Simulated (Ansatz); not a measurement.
LaN:
```cif
data_La4N4
_chemical_formula_sum 'La4 N4'
_space_group_name_H-M_alt 'P 1'
_space_group_IT_number 1
_cell_length_a 10.62890
_cell_length_b 3.75992
_cell_length_c 3.75725
_cell_angle_alpha 90.000
_cell_angle_beta 90.000
_cell_angle_gamma 90.000
loop_
_space_group_symop_operation_xyz
  'x, y, z'
loop_
_atom_site_label
_atom_site_type_symbol
_atom_site_fract_x
_atom_site_fract_y
_atom_site_fract_z
_atom_site_occupancy
La1 La 0.12385 0.25000 0.26061 1
La2 La 0.37615 0.75000 0.76061 1
La3 La 0.87615 0.75000 0.73939 1
La4 La 0.62385 0.25000 0.23939 1
N1 N 0.87963 0.25000 0.27475 1
N2 N 0.62037 0.75000 0.77475 1
N3 N 0.12037 0.75000 0.72525 1
N4 N 0.37963 0.25000 0.22525 1
```

Relaxed with PBE.

Question: Which orbitals make up the states near the band edges in DFT-PBE in the program Ansatz with PAW potentials?

Answer: Top 1 eV of the valence band: N 2p 69 %, La 5d 18 %, La 5p 5 %. Bottom 1 eV of the conduction band: La 5d 72 %, N 2p 16 %, La 4f 11 %. Projections are on Löwdin-orthogonalised atomic valence shells; empty p or d shells of many metals are not among them.

Question: Tabulate the density of states.

Answer: States/eV per cell of 8 atoms, in 0.25 eV bins, energy from the valence-band maximum.

```tsv
E (eV)	total	La 4f	N 2p	La 5d
-7.85	0.00	0.00	0.00	0.00
-7.60	0.00	0.00	0.00	0.00
-7.35	0.00	0.00	0.00	0.00
-7.10	0.00	0.00	0.00	0.00
-6.85	0.00	0.00	0.00	0.00
-6.60	0.00	0.00	0.00	0.00
-6.35	0.00	0.00	0.00	0.00
-6.10	0.00	0.00	0.00	0.00
-5.85	0.00	0.00	0.00	0.00
-5.60	0.00	0.00	0.00	0.00
-5.35	0.00	0.00	0.00	0.00
-5.10	0.00	0.00	0.00	0.00
-4.85	0.00	0.00	0.00	0.00
-4.60	0.00	0.00	0.00	0.00
-4.35	0.00	0.00	0.00	0.00
-4.10	0.00	0.00	0.00	0.00
-3.85	0.00	0.00	0.00	0.00
-3.60	0.00	0.00	0.00	0.00
-3.35	0.00	0.00	0.00	0.00
-3.10	0.00	0.00	0.00	0.00
-2.85	0.93	0.01	0.45	0.32
-2.60	2.53	0.03	1.28	0.81
-2.35	5.88	0.11	3.23	1.68
-2.10	7.36	0.19	4.32	1.91
-1.85	12.03	0.29	7.57	3.38
-1.60	11.88	0.33	7.71	3.20
-1.35	10.06	0.34	6.64	2.50
-1.10	10.86	0.42	7.27	2.45
-0.85	14.34	0.72	9.68	2.99
-0.60	14.07	0.78	9.74	2.55
-0.35	5.16	0.22	3.82	0.66
-0.10	0.90	0.02	0.72	0.07
0.15	0.01	0.00	0.00	0.01
0.40	0.36	0.02	0.08	0.25
0.65	0.97	0.08	0.17	0.70
0.90	1.44	0.16	0.21	1.04
1.15	1.91	0.27	0.25	1.36
1.40	2.41	0.42	0.27	1.67
1.65	2.72	0.61	0.28	1.78
1.90	3.44	0.95	0.33	2.08
2.15	5.21	1.83	0.42	2.83
2.40	5.11	2.16	0.40	2.40
2.65	4.36	2.22	0.30	1.71
2.90	4.96	2.75	0.22	1.85
3.15	9.47	6.00	0.22	3.05
3.40	23.89	20.14	0.18	3.23
```

Space group Pnma. The start of the workflow was typed in or built on a structure type; neither database checked (COD, Materials Project) lists it. COD files the formula under space group No. 225, so this cell is another polymorph or a model. Whether it is the stable phase at ambient conditions was not checked. The cell was relaxed with PBE under the symmetry of its start; whether a distortion lowers the energy is not shown. Spin–orbit coupling is left out wherever it is not named.

Potentials: the later of the program's two PAW sets.
